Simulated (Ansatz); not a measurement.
Input:

PIr2:
```xyz
3
Lattice="0.0000 2.7529 2.7529 2.7529 0.0000 2.7529 2.7529 2.7529 0.0000" Properties=species:S:1:pos:R:3 pbc="T T T"
P      0.0000     0.0000     0.0000
Ir     1.3764     1.3764     1.3764
Ir     4.1293     4.1293     4.1293
```

This is the LDA-relaxed structure.

Task: All from plane-wave PAW LDA (Ansatz code), unless another level is named. Estimate the electronic character.

Result: metallic (no gap).

Task: Give the formation energy from the elements (no fitted shifts).

Result: -0.44 eV/atom.

Task: And the density of states at the Fermi level?

Result: 0.27 states/eV per atom (mean over ±0.08 eV).

Space group Fm-3m (fluorite or antifluorite type). The workflow started from a Materials Project entry (that database holds measured and hypothetical structures alike); the Crystallography Open Database files this formula in space group No. 225, but the cells were not matched. Whether it is the stable phase at ambient conditions was not checked. The cell was relaxed with LDA under the symmetry of its start; of distortions, only those at the zone centre were tested. No spin polarisation was allowed. The references are the lowest solids computed at this level, not always the standard phases. Scalar-relativistic: spin–orbit coupling is off unless named, which matters more the heavier the elements.

Potentials: the later of the program's two PAW sets.
